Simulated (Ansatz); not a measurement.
MgTl (CsCl type)

```yaml
crystal:
  lattice:
    - [3.56429, 0.00000, 0.00000]
    - [0.00000, 3.56429, 0.00000]
    - [0.00000, 0.00000, 3.56429]
  atoms:
    - { symbol: Mg, position: [0.00000, 0.00000, 0.00000] }
    - { symbol: Tl, position: [0.50000, 0.50000, 0.50000] }
```

The slice is a {100} plane (indices of the conventional cell) through the point (0.500, 0.500, 0.500) (fractional), spanned by u = [100] and v = [010] in vectors of this cell: u (3.56 Å) and v (3.56 Å, at 90° to u). It covers one period; positions are fractions (u, v).

All values below come from LDA (plane waves to 420 eV, PAW, scalar-relativistic; Ansatz, an electronic-structure program). k mesh 13×13×13. Inside the PAW spheres the values are not all-electron values, and peaks at nuclei hang on which shells count as valence. MgTl was relaxed with its symmetry unable to fall. Spin-orbit coupling is left out, though Tl is heavy.

Predict the map of the electrostatic potential energy of an electron, from the cell's mean on the slice.


```tsv
v \ u	0.00	0.14	0.29	0.43	0.57	0.71	0.86
0.86	x	x	<0.0	7.4	7.4	<0.0	x
0.71	<0.0	<0.0	5.9	7.8	7.8	5.9	<0.0
0.57	7.0	7.4	7.8	7.6	7.6	7.8	7.4
0.43	7.0	7.4	7.8	7.6	7.6	7.8	7.4
0.29	<0.0	<0.0	5.9	7.8	7.8	5.9	<0.0
0.14	x	x	<0.0	7.4	7.4	<0.0	x
0.00	x	x	<0.0	7.0	7.0	<0.0	x
```

Values: electrostatic potential energy of an electron, from the cell's mean, in eV. Points within 1 Å of a nucleus are blanked (x), as the pseudised field means little there. Values under 0 eV are set to 0. The zero, the cell's mean, hangs on the PAW cores.
